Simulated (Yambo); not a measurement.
Absorption of AlBO$_{3}$ (space group R-3c, No. 167) with and without the electron-hole interaction (Yambo, LDA bands; 6×6×6 mesh, 11 valence and 3 conduction bands, static screening with 53 bands and a 3 Ry block, scissor 2.73 eV, Tamm-Dancoff; field along x). Axes are Cartesian, with cell vectors (Å) (2.25, 1.30, 4.63), (-2.25, 1.30, 4.63), (0.00, -2.60, 4.63).

| E (eV) | Im ε, BSE | Im ε, independent quasiparticles |
|---|---|---|
| 6.45 | 0.07 | 0.02 |
| 6.55 | 0.07 | 0.03 |
| 6.65 | 0.08 | 0.03 |
| 6.75 | 0.09 | 0.03 |
| 6.85 | 0.10 | 0.03 |
| 6.95 | 0.11 | 0.03 |
| 7.05 | 0.13 | 0.03 |
| 7.15 | 0.14 | 0.03 |
| 7.25 | 0.16 | 0.04 |
| 7.35 | 0.19 | 0.04 |
| 7.45 | 0.23 | 0.04 |
| 7.55 | 0.29 | 0.04 |
| 7.65 | 0.38 | 0.05 |
| 7.75 | 0.52 | 0.05 |
| 7.85 | 0.78 | 0.05 |
| 7.95 | 1.26 | 0.06 |
| 8.05 | 2.04 | 0.06 |
| 8.15 | 2.84 | 0.07 |
| 8.25 | 2.52 | 0.08 |
| 8.35 | 2.04 | 0.09 |
| 8.45 | 1.57 | 0.12 |
| 8.55 | 1.40 | 0.14 |
| 8.65 | 1.59 | 0.15 |
| 8.75 | 2.17 | 0.19 |
| 8.85 | 2.71 | 0.24 |
| 8.95 | 2.61 | 0.23 |
| 9.05 | 2.61 | 0.24 |
| 9.15 | 2.98 | 0.27 |
| 9.25 | 3.73 | 0.34 |
| 9.35 | 4.59 | 0.47 |
| 9.45 | 4.93 | 0.65 |
| 9.55 | 5.75 | 0.81 |
| 9.65 | 6.76 | 0.91 |
| 9.75 | 6.46 | 1.07 |
| 9.85 | 5.06 | 1.25 |
| 9.95 | 3.98 | 1.35 |
| 10.05 | 3.43 | 1.58 |
| 10.15 | 3.33 | 1.88 |
| 10.25 | 2.96 | 2.06 |
| 10.35 | 2.67 | 2.28 |
| 10.45 | 2.28 | 2.60 |
| 10.55 | 2.17 | 3.13 |
| 10.65 | 1.91 | 3.78 |
| 10.75 | 2.03 | 4.07 |
| 10.85 | 2.01 | 4.09 |
| 10.95 | 1.66 | 3.89 |
| 11.05 | 1.50 | 3.45 |
| 11.15 | 1.25 | 3.16 |
| 11.25 | 1.26 | 3.35 |
| 11.35 | 1.27 | 3.93 |
| 11.45 | 1.17 | 4.35 |
| 11.55 | 1.15 | 4.32 |
| 11.65 | 0.97 | 3.70 |
| 11.75 | 0.94 | 3.23 |
| 11.85 | 0.85 | 3.16 |
| 11.95 | 0.78 | 3.10 |

The scissor comes from a G0W0 run whose convergence isn't established. Broadening 0.15 eV. The band window holds all transitions up to 12.0 eV. Fine structure above the onset can come from the mesh.

Geometry of the Materials Project entry, not relaxed at this level; primitive cell a = b = c = 5.3144 Å, α = β = γ = 50.16°.
